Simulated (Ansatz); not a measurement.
Input for Ansatz (plane-wave DFT, PAW):

```yaml
crystal:
  lattice:
    - [2.193, 1.2661291403, 10.1656666667]
    - [-2.193, 1.2661291403, 10.1656666667]
    - [0.0, -2.5322582807, 10.1656666667]
  atoms:
    - { symbol: Bi, position: [0.4, 0.4, 0.4] }
    - { symbol: Bi, position: [0.6, 0.6, 0.6] }
    - { symbol: Te, position: [0.0, 0.0, 0.0] }
    - { symbol: Te, position: [0.2095, 0.2095, 0.2095] }
    - { symbol: Te, position: [0.7905, 0.7905, 0.7905] }
basis:
  ecutwfc: 420
kpoints:
  mp_grid: { grid: [12, 12, 12] }
hamiltonian:
  xc: pbesol
scf:
  occupations: { method: gaussian, width: 0.01 }
output:
  forces: true
  stress: true
  eigenvalues: true
  write_density: true
  write_potential: true
  elf: true
  volumetric_format: npy
relax:
  adjacent_minimum: "off"
  f_tol: 0.005
  max_steps: 80
  cell: { stress_tol: 0.05 }
```

Launched with
```bash
ansatz run input.yaml --threads 2 --pin off --max-ram 5120MiB --backend cpu --events-out ev --progress --plain --runs-dir out
```

Level of theory: DFT PBEsol, scalar-relativistic, plane waves, PAW in Ansatz 0.2.0.

Abridged output:

```
Pseudopotentials: kind: paw
Pseudopotential: Bi, paw, valence charge 15, recommended cutoff 420 eV (normal)
Pseudopotential: Te, paw, valence charge 16, recommended cutoff 420 eV (normal)
Functional definition: PBEsol
Crystal: 5 atoms, lattice volume = 169.357 Å³
Basis set: ecut = 420 eV, 3345 PW (Γ), FFT grids on a1−a2, a2, −a2+a3, exchange–correlation on 60×144×60 points (8 copies of the dense FFT grid, shifted against one another)
Bands: 47, of which v1, the nominal top of the filled ones, is band 39 counted from 1 (38 counted from 0)
Symmetry: 12 space group operations
Space group: R-3m (ITA 166), of the structure as read, at distance tolerance 5.5e-5 Å
k-points: 189 of 1728
Initial density: superposition of atomic densities (neutral atoms: chi_scale 0, normalization atom), corrected by the library's trained network
Initial wavefunctions: pseudopotential atomic-orbital guess
Functional: x = pbesol(κ = 0.804, μ = 0.12345679), c = pbesol(β = 0.046)
SCF iter   1: F=—  HF=-45189.659782 eV  |F-HF|=—  |Δ(HF+E_count)|=         —  Δρ=2.00e-3  dr2=1.20e-2  ethr=1.77e-3  ⟨swp⟩=8.9  Hψ=38839  notcnv=0
SCF iter   2: F=—  HF=-45189.653024 eV  |F-HF|=—  |Δ(HF+E_count)|=   6.76e-3  Δρ=1.06e-3  dr2=2.09e-3  ethr=1.54e-5  ⟨swp⟩=3.0  Hψ=17267  notcnv=0  defer=337
SCF iter   3: F=—  HF=-45189.652804 eV  |F-HF|=—  |Δ(HF+E_count)|=   2.20e-4  Δρ=3.51e-4  dr2=7.37e-4  ethr=2.67e-6  ⟨swp⟩=2.2  Hψ=15238  notcnv=0  defer=337
SCF iter   4: F=—  HF=-45189.652778 eV  |F-HF|=—  |Δ(HF+E_count)|=   2.56e-5  Δρ=1.71e-4  dr2=6.74e-5  ethr=9.45e-7  ⟨swp⟩=1.8  Hψ=9123  notcnv=0  defer=337
SCF iter   5: F=—  HF=-45189.652794 eV  |F-HF|=—  |Δ(HF+E_count)|=   1.60e-5  Δρ=6.48e-5  dr2=1.44e-5  ethr=8.64e-8  ⟨swp⟩=3.0  Hψ=16014  notcnv=0  defer=337
SCF iter   6: F=—  HF=-45189.652796 eV  |F-HF|=—  |Δ(HF+E_count)|=   1.83e-6  Δρ=1.65e-5  dr2=7.32e-7  ethr=1.84e-8  ⟨swp⟩=2.1  Hψ=10477  notcnv=0  defer=337
SCF iter   7: F=-45189.652797 eV  HF=-45189.652797 eV  |F-HF|=3.96e-9  |Δ(HF+E_count)|=   4.53e-7  Δρ=4.30e-6  dr2=4.18e-8  ethr=1.28e-10  ⟨swp⟩=14.3  Hψ=77330  notcnv=0
SCF 1 converged in 7 iterations: F = -45189.652797 eV  dr2 = 4.18e-8
relax step   1: F+E_penalty+E_count = -45189.65279662 eV  Δ(F+E_penalty+E_count) = +0.000e0 eV  max|allowed force component| = 1.228e-1 eV/Å  Δτ_max = 0.0000 Å  P = -0.597 GPa  Ω = 169.357 Å³  (7 SCF iters, dr2 threshold 1.00e-7 eV, accepted)
Crystal: 5 atoms, lattice volume = 166.606 Å³
Basis set: ecut = 420 eV, 3261 PW (Γ), FFT grids on a1−a2, a2, −a2+a3, exchange–correlation on 60×144×60 points (8 copies of the dense FFT grid, shifted against one another)
Initial density: handed on by an earlier stage of this run
Initial wavefunctions: those handed on with the density
SCF iter   1: F=—  HF=-45189.654403 eV  |F-HF|=—  |Δ(HF+E_count)|=         —  Δρ=7.03e-4  dr2=1.14e-3  ethr=1.52e-6  ⟨swp⟩=3.2  Hψ=49674  notcnv=0
SCF iter   2: F=—  HF=-45189.654192 eV  |F-HF|=—  |Δ(HF+E_count)|=   2.11e-4  Δρ=4.12e-4  dr2=3.64e-4  ethr=1.46e-6  ⟨swp⟩=1.0  Hψ=8883  notcnv=0
SCF iter   3: F=—  HF=-45189.654157 eV  |F-HF|=—  |Δ(HF+E_count)|=   3.49e-5  Δρ=1.43e-4  dr2=2.41e-4  ethr=4.66e-7  ⟨swp⟩=2.0  Hψ=11588  notcnv=0
SCF iter   4: F=—  HF=-45189.654134 eV  |F-HF|=—  |Δ(HF+E_count)|=   2.36e-5  Δρ=4.85e-5  dr2=4.97e-6  ethr=3.09e-7  ⟨swp⟩=1.3  Hψ=9027  notcnv=0
SCF iter   5: F=-45189.654136 eV  HF=-45189.654136 eV  |F-HF|=4.47e-8  |Δ(HF+E_count)|=   2.00e-6  Δρ=1.15e-5  dr2=3.83e-7  ethr=6.41e-10  ⟨swp⟩=11.0  Hψ=79542  notcnv=0
SCF 2 converged in 5 iterations: F = -45189.654136 eV  dr2 = 3.83e-7
relax step   2: F+E_penalty+E_count = -45189.65413576 eV  Δ(F+E_penalty+E_count) = -1.339e-3 eV  max|allowed force component| = 1.207e-1 eV/Å  Δτ_max = 0.0254 Å  P = +0.575 GPa  Ω = 166.606 Å³  energy of the carried Pulay correction = +4.735e-4 eV  (5 SCF iters, dr2 threshold 5.00e-7 eV, accepted)
Crystal: 5 atoms, lattice volume = 167.997 Å³
Basis set: ecut = 420 eV, 3297 PW (Γ), FFT grids on a1−a2, a2, −a2+a3, exchange–correlation on 60×144×60 points (8 copies of the dense FFT grid, shifted against one another)
SCF iter   1: F=—  HF=-45189.657821 eV  |F-HF|=—  |Δ(HF+E_count)|=         —  Δρ=3.18e-4  dr2=4.51e-4  ethr=8.34e-7  ⟨swp⟩=3.1  Hψ=47707  notcnv=0
SCF iter   2: F=—  HF=-45189.657763 eV  |F-HF|=—  |Δ(HF+E_count)|=   5.73e-5  Δρ=1.90e-4  dr2=9.62e-5  ethr=5.78e-7  ⟨swp⟩=1.1  Hψ=8939  notcnv=0
SCF iter   3: F=—  HF=-45189.657747 eV  |F-HF|=—  |Δ(HF+E_count)|=   1.69e-5  Δρ=9.80e-5  dr2=3.45e-5  ethr=1.23e-7  ⟨swp⟩=1.7  Hψ=9435  notcnv=0
SCF iter   4: F=—  HF=-45189.657741 eV  |F-HF|=—  |Δ(HF+E_count)|=   6.03e-6  Δρ=1.88e-5  dr2=9.26e-7  ethr=4.43e-8  ⟨swp⟩=2.0  Hψ=10729  notcnv=0
SCF iter   5: F=-45189.657741 eV  HF=-45189.657741 eV  |F-HF|=4.16e-8  |Δ(HF+E_count)|=   1.88e-7  Δρ=6.34e-6  dr2=8.07e-8  ethr=6.41e-10  ⟨swp⟩=12.2  Hψ=74602  notcnv=0
SCF 3 converged in 5 iterations: F = -45189.657741 eV  dr2 = 8.07e-8
relax step   3: F+E_penalty+E_count = -45189.65774074 eV  Δ(F+E_penalty+E_count) = -3.605e-3 eV  max|allowed force component| = 1.403e-3 eV/Å  Δτ_max = 0.0100 Å  P = -0.011 GPa  Ω = 167.997 Å³  energy of the carried Pulay correction = +2.331e-4 eV  (5 SCF iters, dr2 threshold 5.00e-7 eV, accepted)
Initial wavefunctions: pseudopotential atomic-orbital guess (no wavefunctions were taken with the density)
SCF iter   1: F=—  HF=-45189.657499 eV  |F-HF|=—  |Δ(HF+E_count)|=         —  Δρ=9.91e-6  dr2=8.83e-8  ethr=2.62e-7  ⟨swp⟩=4.1  Hψ=64657  notcnv=0
SCF iter   2: F=—  HF=-45189.657504 eV  |F-HF|=—  |Δ(HF+E_count)|=   5.22e-6  Δρ=5.66e-6  dr2=3.96e-8  ethr=1.13e-10  ⟨swp⟩=3.0  Hψ=23120  notcnv=0
SCF iter   3: F=—  HF=-45189.657504 eV  |F-HF|=—  |Δ(HF+E_count)|=   3.37e-8  Δρ=2.07e-6  dr2=3.67e-8  ethr=5.08e-11  ⟨swp⟩=2.0  Hψ=16251  notcnv=0
SCF iter   4: F=—  HF=-45189.657504 eV  |F-HF|=—  |Δ(HF+E_count)|=   1.11e-9  Δρ=1.06e-6  dr2=2.53e-9  ethr=4.70e-11  ⟨swp⟩=1.2  Hψ=8991  notcnv=0
SCF iter   5: F=—  HF=-45189.657504 eV  |F-HF|=—  |Δ(HF+E_count)|=   1.86e-9  Δρ=5.88e-7  dr2=6.52e-10  ethr=3.24e-12  ⟨swp⟩=2.0  Hψ=16254  notcnv=0
SCF iter   6: F=-45189.657504 eV  HF=-45189.657504 eV  |F-HF|=0.00e0  |Δ(HF+E_count)|=  1.46e-10  Δρ=1.76e-7  dr2=3.19e-11  ethr=1.00e-12  ⟨swp⟩=5.5  Hψ=50179  notcnv=0
SCF 4 converged in 6 iterations: F = -45189.657504 eV  dr2 = 3.19e-11
SCF converged after 6 iterations
Free energy (F): -45189.657504 eV
Harris-Foulkes:  -45189.657504 eV  (|F-HF|=0.00e0)
Internal energy: -45189.657504 eV  (E = F + TS)
E sigma→0 (E₀):  -45189.657504 eV
Fermi energy:    9.378977 eV
--- Per-component energies (eV) ---
  E_band       = -991.758741
  E_kinetic    = 1146.232974
  E_local      = -6857.094609  (includes V_loc(G=0)·N_el)
  E_nonlocal   = 202.724334
  E_hartree    = 3416.577493
  E_xc         = -671.844514
  E_vxc        = -602.047301  (∫ρ·V_xc dr)
  E_paw        = -34772.371035  (= ΣΔE_a)
  E_vpaw       = -1714.727231  (= ΣTr[D̂ρ^β])
  E_aug_tail   = -0.001531  (compensation charges beyond the density's cutoff)
  E_ewald      = -7655.184567
  E_core_change = 1.303950  (= ΣΔE_core)
  E_smearing   =  0.000000  (= −TS)
--- Forces (eV/Å), atoms counted from 1 ---
  atom   1  Bi     0.00000000     0.00000000     0.00030893
  atom   2  Bi     0.00000000     0.00000000    -0.00030893
  atom   3  Te     0.00000000     0.00000000     0.00000000
  atom   4  Te     0.00000000     0.00000000     0.00138580
  atom   5  Te     0.00000000     0.00000000    -0.00138580
--- Stress (GPa, compression-positive) ---
       -0.011826       0.000000       0.000000
        0.000000      -0.011826       0.000000
        0.000000       0.000000      -0.008138
  P = ⅓ Tr σ = -0.0106 GPa (-0.106 kbar)
--- Band table (eV; the first three rows and the last of 189) ---
  k-point 0: bands = ["-27.3762", "-27.3762", "-27.3709", "-27.3709", "-27.3683", "-27.3676", "-27.3676", "-27.3669", "-27.3669", "-27.3665", "-27.2314", "-27.2262", "-27.2262", "-27.1974", "-27.1974", "-13.8469", "-13.8469", "-13.8449", "-13.8449", "-13.8369", "-13.8355", "-13.8324", "-13.8324", "-13.8308", "-13.8308", "-4.1426", "-3.4053", "-2.1725", "0.3585", "0.8461", "6.9537", "7.2022", "7.5012", "7.5012", "7.5488", "7.5488", "8.3873", "8.3873", "9.2709", "9.4871", "9.9092", "9.9092", "11.1916", "11.3976", "11.3976", "14.0701", "14.5758"]
  k-point 1: bands = ["-27.3762", "-27.3762", "-27.3709", "-27.3708", "-27.3682", "-27.3678", "-27.3677", "-27.3671", "-27.3668", "-27.3662", "-27.2314", "-27.2263", "-27.2262", "-27.1974", "-27.1973", "-13.8477", "-13.8463", "-13.8455", "-13.8443", "-13.8363", "-13.8350", "-13.8327", "-13.8323", "-13.8311", "-13.8306", "-4.0809", "-3.3525", "-2.1285", "0.3065", "0.7901", "6.5061", "6.6790", "7.1656", "7.6063", "7.7566", "7.8204", "8.1787", "8.1817", "8.6782", "10.0664", "10.2469", "10.5966", "11.1296", "11.3364", "11.3420", "13.9357", "14.2114"]
  k-point 2: bands = ["-27.3761", "-27.3759", "-27.3710", "-27.3705", "-27.3683", "-27.3679", "-27.3679", "-27.3673", "-27.3666", "-27.3659", "-27.2313", "-27.2263", "-27.2263", "-27.1973", "-27.1971", "-13.8498", "-13.8474", "-13.8448", "-13.8427", "-13.8354", "-13.8340", "-13.8329", "-13.8315", "-13.8314", "-13.8298", "-3.8972", "-3.1985", "-2.0018", "0.1269", "0.6259", "5.9664", "6.0238", "6.6709", "6.8012", "7.4659", "7.8125", "8.1838", "8.2994", "8.7390", "10.4389", "10.6007", "10.7779", "11.2742", "11.3209", "12.1912", "13.3425", "14.2100"]
  k-point 188: bands = ["-27.3762", "-27.3762", "-27.3709", "-27.3709", "-27.3683", "-27.3676", "-27.3676", "-27.3669", "-27.3669", "-27.3665", "-27.2314", "-27.2262", "-27.2262", "-27.1974", "-27.1974", "-13.8469", "-13.8469", "-13.8449", "-13.8449", "-13.8368", "-13.8356", "-13.8325", "-13.8325", "-13.8308", "-13.8308", "-4.0003", "-3.7112", "-1.6874", "-0.4993", "1.4676", "6.4644", "7.3917", "7.3917", "7.6889", "7.8267", "7.8267", "8.1005", "8.1005", "8.8329", "10.0481", "10.3937", "10.3937", "10.9287", "10.9287", "10.9440", "13.9266", "14.7823"]
--- Relaxed structure (3 steps of the walk, 3 accepted, 1 SCFs on fresh bases) ---
  F+E_penalty+E_count = -45189.65750409 eV   max|allowed force component| = 1.386e-3 eV/Å   (the final SCF, on the basis selected at the relaxed cell)
  cell:  # Å, volume = 167.9965 Å³
    - [2.19041940, 1.26463923, 10.10776491]
    - [-2.19041940, 1.26463923, 10.10776491]
    - [0.0, -2.52927846, 10.10776491]
  atoms:
    - { symbol: Bi, position: [0.39982505, 0.39982505, 0.39982505] }
    - { symbol: Bi, position: [0.60017494, 0.60017494, 0.60017494] }
    - { symbol: Te, position: [0.0, 0.0, 0.0] }
    - { symbol: Te, position: [0.21000634, 0.21000634, 0.21000634] }
    - { symbol: Te, position: [0.78999365, 0.78999365, 0.78999365] }
```

The relaxation met its thresholds.

Time: 4.5 min on 2 threads of Intel(R) Xeon(R) Platinum 8259CL CPU @ 2.50GHz (Skylake/Cascade Lake), with other jobs on the host, peak memory 1.3 GiB.

Spin–orbit coupling is left out, which can shift energies with elements as heavy as these.